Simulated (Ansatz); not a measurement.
# Structures of MoW₂: which is lowest?

Plane-wave DFT in Ansatz with scalar-relativistic PAW potentials, cutoff 420 eV, Γ-centred meshes chosen by cell and gap, Gaussian smearing with energies taken to zero width. Every cell was relaxed (cell and atoms) in a run of its own, within the symmetry of its start. Functional: PBE.

Relaxed structures (starts from databases or built by putting these elements on another compound's sites):
A. I4/mmm, 3 atoms in the computed cell, a = 3.175 Å, c = 9.533 Å; sites (symmetry × multiplicity) Mo 4/mmm × 2, W 4mm × 4; start: built
B. P6/mmm, 3 atoms in the computed cell, a = 4.686 Å, c = 2.597 Å; sites (symmetry × multiplicity) Mo 6/mmm × 1, W -6m2 × 2; start: built

**Question.** Rank them by energy. Could pressure change the order?

**Answer.**
```csv
structure,group,E − E(lowest) (meV/atom),V (Å³/atom),gap on mesh (eV)
A,I4/mmm,0.0,16.02,0.00
B,P6/mmm,528,16.46,0.00
```

A is lowest, 528 meV/atom under B. The lowest is also the densest of these, so pressure wouldn't bring one of the others in at first order. Other structures may lie lower than all of these, and vibrations aren't counted.

Spin-orbit coupling is left out, which matters for the bands of heavy elements.